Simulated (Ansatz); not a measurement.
An Ansatz (a program for electronic structure) run. Input:

Ansatz 0.2 input:
```yaml
crystal:
  lattice:
    - [0.0, 2.8558563561, -2.8772809513]
    - [0.0, 2.8558563561, 2.8772809513]
    - [3.9401375524, 0.0, 0.0]
  atoms:
    - { symbol: Ba, position: [0.9933775861, 0.0066224139, 0.0] }
    - { symbol: Ti, position: [0.4769175764, 0.5230824236, 0.5] }
    - { symbol: O, position: [0.5093769777, 0.9738683552, 0.5] }
    - { symbol: O, position: [0.0261316448, 0.4906230223, 0.5] }
    - { symbol: O, position: [0.5143062151, 0.4856937849, 0.0] }
kpoints:
  mp_grid: { grid: [4, 4, 4] }
hamiltonian:
  xc: hse06
  pseudopotentials: { azcp: { folder: ./paw }, kind: paw_fr }
magnetization: { noncollinear: true, spin_orbit: true }
scf:
  n_extra_bands: 12
  occupations: { method: gaussian, width: 0.02 }
output:
  eigenvalues: true
  eigenstates:
    e_range: [-9.0, 13.8]
    kpoints:
      - [-0.5, 0.5, 0.5]  # VBM
      - [0.0, 0.0, 0.0]  # CBM
```

Output (shortened):

```
Pseudopotential: Ba, paw, valence charge 10
Pseudopotential: Ti, paw, valence charge 12
Pseudopotential: O, paw, valence charge 6
Functional definition: HSE06
non-collinear run that drives no moment, with spin-orbit …
Crystal: 5 atoms, lattice volume = 64.753 Å³
Basis set: ecut = 420 eV, 1277 PW (Γ)
Bands: 52, of which v1, the nominal top of the filled ones, is band 40 counted from 1 (39 counted from 0)
Symmetry: 4 space group operations + 4 with time reversal
k-points: 21 of 64 (time reversal used)
Projection manifold: j_resolved (fully-relativistic pseudo-atomic orbitals)
SCF iter   1: F=—  HF=-10164.739815 eV  |F-HF|=—  |Δ(HF+E_count)|=         —  Δρ=4.69e-2  dr2=1.49e0  dr2_m=0.00e0 (ungated)  ethr=1.00e-1  |M|=0.00e0 ∫|m|=0.00e0 μB  |m|>n=0.0e0 m-floor=0.0e0 τ_xc=0.0e0  β_m=0.30  ⟨swp⟩=5.4  Hψ=3894  notcnv=0
preconditioner: auto → none
SCF iter   2: F=—  HF=-10164.540089 eV  |F-HF|=—  |Δ(HF+E_count)|=   2.00e-1  Δρ=2.82e-2  dr2=3.83e-1  dr2_m=0.00e0 (ungated)  ethr=3.73e-3  |M|=0.00e0 ∫|m|=0.00e0 μB  |m|>n=0.0e0 m-floor=0.0e0 τ_xc=0.0e0  β_m=0.41  ⟨swp⟩=5.9  Hψ=3081  notcnv=0  defer=53
SCF iter   3: F=—  HF=-10164.596578 eV  |F-HF|=—  |Δ(HF+E_count)|=   5.65e-2  Δρ=1.76e-2  dr2=2.15e-1  dr2_m=0.00e0 (ungated)  ethr=9.57e-4  |M|=0.00e0 ∫|m|=0.00e0 μB  |m|>n=0.0e0 m-floor=0.0e0 τ_xc=0.0e0  β_m=0.38  ⟨swp⟩=4.6  Hψ=3048  notcnv=0  defer=24
iter 4 solved again at ethr=5.30e-5 eV; its pass at ethr=5.37e-4 eV (dr2=2.12e-2 eV) is discarded
SCF iter   4: F=—  HF=-10164.594237 eV  |F-HF|=—  |Δ(HF+E_count)|=   2.34e-3  Δρ=7.69e-3  dr2=2.11e-2  dr2_m=0.00e0 (ungated)  ethr=5.30e-5  |M|=0.00e0 ∫|m|=0.00e0 μB  |m|>n=0.0e0 m-floor=0.0e0 τ_xc=0.0e0  β_m=0.43  ⟨swp⟩=5.3  Hψ=5090  notcnv=0  defer=21
SCF iter   5: F=—  HF=-10164.605121 eV  |F-HF|=—  |Δ(HF+E_count)|=   1.09e-2  Δρ=2.43e-3  dr2=1.75e-3  dr2_m=0.00e0 (ungated)  ethr=5.29e-5  |M|=0.00e0 ∫|m|=0.00e0 μB  |m|>n=0.0e0 m-floor=0.0e0 τ_xc=0.0e0  β_m=0.54  ⟨swp⟩=4.2  Hψ=2476  notcnv=0  defer=14
SCF iter   6: F=-10164.607423 eV  HF=-10164.607397 eV  |F-HF|=2.61e-5  |Δ(HF+E_count)|=   2.28e-3  Δρ=3.85e-4  dr2=5.78e-5  dr2_m=0.00e0 (ungated)  ethr=4.38e-6  |M|=0.00e0 ∫|m|=0.00e0 μB  |m|>n=0.0e0 m-floor=0.0e0 τ_xc=0.0e0  ⟨swp⟩=4.8  Hψ=2790  notcnv=0  defer=21
SCF 1 stopped early in 6 iterations: F = -10164.607423 eV  dr2 = 5.78e-5
Crystal: 5 atoms, lattice volume = 64.753 Å³
Projection manifold: j_resolved (fully-relativistic pseudo-atomic orbitals)
Exchange kernel: α = 0.2500, screened, ω = 0.2079 Å⁻¹, Wigner–Seitz truncation, v(0) = 1035.1157 eV·Å³, q-mesh 4×4×4, nearest image of the exchange supercell L …
Frozen-core exchange: fock
SCF iter   1: F=—  HF=-10162.097084 eV  |F-HF|=—  |Δ(HF+E_count)|=         —  Δρ=2.80e-2  dr2=7.66e-1  dr2_m=0.00e0 (ungated)  ethr=1.44e-6  |M|=0.00e0 ∫|m|=0.00e0 μB  |m|>n=0.0e0 m-floor=0.0e0 τ_xc=0.0e0  β_m=0.30  ⟨swp⟩=10.4  Hψ=6180  notcnv=0
preconditioner: auto → none
SCF iter   2: F=—  HF=-10161.920939 eV  |F-HF|=—  |Δ(HF+E_count)|=   1.76e-1  Δρ=1.02e-2  dr2=5.02e-2  dr2_m=0.00e0 (ungated)  ethr=1.44e-6  |M|=0.00e0 ∫|m|=0.00e0 μB  |m|>n=0.0e0 m-floor=0.0e0 τ_xc=0.0e0  β_m=0.29  ⟨swp⟩=8.0  Hψ=5245  notcnv=0  defer=2
SCF iter   3: F=—  HF=-10161.936231 eV  |F-HF|=—  |Δ(HF+E_count)|=   1.53e-2  Δρ=5.38e-3  dr2=1.21e-2  dr2_m=0.00e0 (ungated)  ethr=1.44e-6  |M|=0.00e0 ∫|m|=0.00e0 μB  |m|>n=0.0e0 m-floor=0.0e0 τ_xc=0.0e0  β_m=0.29  ⟨swp⟩=4.4  Hψ=4026  notcnv=0  defer=1
SCF iter   4: F=—  HF=-10161.932501 eV  |F-HF|=—  |Δ(HF+E_count)|=   3.73e-3  Δρ=3.25e-3  dr2=4.23e-3  dr2_m=0.00e0 (ungated)  ethr=1.44e-6  |M|=0.00e0 ∫|m|=0.00e0 μB  |m|>n=0.0e0 m-floor=0.0e0 τ_xc=0.0e0  β_m=0.45  ⟨swp⟩=3.9  Hψ=3302  notcnv=0
SCF iter   5: F=—  HF=-10161.930993 eV  |F-HF|=—  |Δ(HF+E_count)|=   1.51e-3  Δρ=9.10e-4  dr2=6.32e-4  dr2_m=0.00e0 (ungated)  ethr=1.44e-6  |M|=0.00e0 ∫|m|=0.00e0 μB  |m|>n=0.0e0 m-floor=0.0e0 τ_xc=0.0e0  β_m=0.54  ⟨swp⟩=3.0  Hψ=2925  notcnv=0
SCF iter   6: F=—  HF=-10161.933276 eV  |F-HF|=—  |Δ(HF+E_count)|=   2.28e-3  Δρ=1.43e-3  dr2=1.38e-3  dr2_m=0.00e0 (ungated)  ethr=4.76e-7  |M|=0.00e0 ∫|m|=0.00e0 μB  |m|>n=0.0e0 m-floor=0.0e0 τ_xc=0.0e0  β_m=0.54  ⟨swp⟩=4.0  Hψ=3587  notcnv=0
SCF iter   7: F=-10161.932951 eV  HF=-10161.932965 eV  |F-HF|=1.40e-5  |Δ(HF+E_count)|=   3.11e-4  Δρ=1.80e-4  dr2=2.17e-5  dr2_m=0.00e0 (ungated)  ethr=4.76e-7  |M|=0.00e0 ∫|m|=0.00e0 μB  |m|>n=0.0e0 m-floor=0.0e0 τ_xc=0.0e0  ⟨swp⟩=4.0  Hψ=3110  notcnv=0
SCF 2 stopped early in 7 iterations: F = -10161.932951 eV  dr2 = 2.17e-5
hybrid outer 1: dexx = +2.746e-2 eV, tail = 1.20e-4 eV
Crystal: 5 atoms, lattice volume = 64.753 Å³
Projection manifold: j_resolved (fully-relativistic pseudo-atomic orbitals)
Exchange kernel: α = 0.2500, screened, ω = 0.2079 Å⁻¹, Wigner–Seitz truncation, v(0) = 1035.1157 eV·Å³, q-mesh 4×4×4, nearest image of the exchange supercell L …
Frozen-core exchange: fock
SCF iter   1: F=—  HF=-10161.932363 eV  |F-HF|=—  |Δ(HF+E_count)|=         —  Δρ=1.33e-4  dr2=8.72e-6  dr2_m=0.00e0 (ungated)  ethr=1.50e-6  |M|=0.00e0 ∫|m|=0.00e0 μB  |m|>n=0.0e0 m-floor=0.0e0 τ_xc=0.0e0  β_m=0.30  ⟨swp⟩=4.9  Hψ=2462  notcnv=0
preconditioner: auto → none
iter 2 solved again at ethr=1.52e-9 eV; its pass at ethr=1.78e-8 eV (dr2=6.06e-7 eV) is discarded
SCF iter   2: F=—  HF=-10161.932363 eV  |F-HF|=—  |Δ(HF+E_count)|=   2.14e-8  Δρ=4.88e-5  dr2=1.01e-6  dr2_m=0.00e0 (ungated)  ethr=1.52e-9  |M|=0.00e0 ∫|m|=0.00e0 μB  |m|>n=0.0e0 m-floor=0.0e0 τ_xc=0.0e0  β_m=0.52  ⟨swp⟩=3.2  Hψ=4600  notcnv=0
SCF iter   3: F=—  HF=-10161.932366 eV  |F-HF|=—  |Δ(HF+E_count)|=   2.45e-6  Δρ=2.69e-5  dr2=3.02e-7  dr2_m=0.00e0 (ungated)  ethr=1.52e-9  |M|=0.00e0 ∫|m|=0.00e0 μB  |m|>n=0.0e0 m-floor=0.0e0 τ_xc=0.0e0  β_m=0.52  ⟨swp⟩=4.2  Hψ=2712  notcnv=0  defer=10
SCF iter   4: F=—  HF=-10161.932366 eV  |F-HF|=—  |Δ(HF+E_count)|=   3.96e-8  Δρ=1.23e-5  dr2=1.25e-7  dr2_m=0.00e0 (ungated)  ethr=6.81e-10  |M|=0.00e0 ∫|m|=0.00e0 μB  |m|>n=0.0e0 m-floor=0.0e0 τ_xc=0.0e0  β_m=0.45  ⟨swp⟩=4.2  Hψ=2637  notcnv=0  defer=1
SCF iter   5: F=-10161.932366 eV  HF=-10161.932366 eV  |F-HF|=1.03e-8  |Δ(HF+E_count)|=   2.13e-8  Δρ=4.26e-6  dr2=1.65e-8  dr2_m=0.00e0 (ungated)  ethr=2.38e-10  |M|=0.00e0 ∫|m|=0.00e0 μB  |m|>n=0.0e0 m-floor=0.0e0 τ_xc=0.0e0  ⟨swp⟩=3.1  Hψ=2289  notcnv=0
SCF 3 converged in 5 iterations: F = -10161.932366 eV  dr2 = 1.65e-8
hybrid outer 2: dexx = +2.414e-6 eV, tail = 6.89e-8 eV, Δε = 5.57e-3 eV (about 1.55e-4 eV left of the loop's levels)
NSCF: frozen V_eff on 2 k-points
hybrid SCF converged: 2 outer / 12 inner (+6 warm-up), last move |dexx| = 2.41e-6 eV, tail = 6.89e-8 eV
Stability not checked (fock_operator)
Magnetization: |M| = 0.0000 μB,  M = (+0.0000, +0.0000, +0.0000) μB
Absolute magnetization: 0.0000 μB (∫|m|)
  site 0: m = (+0.0000, +0.0000, +0.0000) μB, |m| = 0.0000 μB  (R = 1.14 Å)
  site 1: m = (+0.0000, +0.0000, +0.0000) μB, |m| = 0.0000 μB  (R = 0.76 Å)
  site 2: m = (+0.0000, +0.0000, +0.0000) μB, |m| = 0.0000 μB  (R = 0.76 Å)
  site 3: m = (+0.0000, +0.0000, +0.0000) μB, |m| = 0.0000 μB  (R = 0.76 Å)
  site 4: m = (+0.0000, +0.0000, +0.0000) μB, |m| = 0.0000 μB  (R = 0.82 Å)
Free energy (F): -10161.932366 eV
Frozen-core exchange: fock
Harris-Foulkes:  -10161.932366 eV  (|F-HF|=1.03e-8)
Internal energy: -10161.932366 eV  (E = F + TS)
E sigma→0 (E₀):  -10161.932366 eV
Fermi energy:    11.056989 eV
--- Per-component energies (eV) ---
  E_band       = -228.717788
  E_kinetic    = 951.290560
  E_local      = -2209.874549  (includes V_loc(G=0)·N_el)
  E_nonlocal   = 300.430697
  E_hartree    = 850.248057
  E_xc         = -427.895214
  E_vxc        = -441.819507  (∫ρ·V_xc dr)
  E_exx        = -117.169974  (= α·E_x^exact, valence–valence)
  E_paw        = -6712.781339  (= ΣΔE_a)
  E_vpaw       = -294.902245  (= ΣTr[D̂ρ^β])
  E_aug_tail   = 0.002185  (compensation charges beyond the density's cutoff)
  E_ewald      = -2795.788479
  E_core_change = -0.394311  (= ΣΔE_core)
  E_smearing   =  0.000000  (= −TS)
  E_closure    = 0.000000  (closes the sum)
  Σ components = -10161.932366   (vs F -10161.932366, Δ=1.82e-12)
  [band-id]    e_kinetic+e_local+e_nonlocal+2·e_hartree+e_vxc+2·e_exx+e_vpaw+e_augmentation_tail = -228.716692   (vs E_band -228.717788, Δ=1.10e-3)
--- Band table (eV; the first three rows and the last of 21) ---
  k-point 0: bands = ["-51.3699", "-51.3699", "-26.4645", "-26.4645", "-25.8200", "-25.8200", "-25.7539", "-25.7539", "-16.9384", "-16.9384", "-9.3151", "-9.3151", "-8.6809", "-8.6809", "-8.5995", "-8.5995", "-2.4814", "-2.4814", "-0.5630", "-0.5630", …
  k-point 1: bands = ["-51.3695", "-51.3695", "-26.4717", "-26.4713", "-25.8183", "-25.8181", "-25.7772", "-25.7764", "-16.8616", "-16.8614", "-9.3877", "-9.3830", "-8.6611", "-8.6610", "-8.4750", "-8.4679", "-2.3778", "-2.3652", "-0.4383", "-0.4361", …
  k-point 2: bands = ["-51.3691", "-51.3691", "-26.4790", "-26.4790", "-25.8169", "-25.8169", "-25.7982", "-25.7982", "-16.7818", "-16.7818", "-9.5486", "-9.5486", "-8.6409", "-8.6409", "-8.2244", "-8.2244", "-2.2618", "-2.2618", "-0.2977", "-0.2977", …
  k-point 20: bands = ["-51.3683", "-51.3683", "-26.5025", "-26.5025", "-25.8581", "-25.8581", "-25.8065", "-25.8065", "-16.6399", "-16.6399", "-8.4903", "-8.4903", "-8.4595", "-8.4595", "-8.2909", "-8.2909", "-3.0877", "-3.0877", "-1.4401", "-1.4401", …
```

Cost: around 7 core-minutes (rough) on shared cores.

The points marked VBM and CBM come from a semilocal run.

Space group Amm2. This is a known low-temperature phase of the composition, computed here at zero pressure and temperature. Symmetry was held in the HSE06 relaxation; whether a distortion lowers the energy is not shown. The run is not spin-polarised.

Potentials: the earlier of the program's two PAW sets. The files were generated under PBE; for other functionals the program regenerates the frozen cores, and for LDA and PBEsol the local potential too.

Ansatz is a plane-wave DFT program.
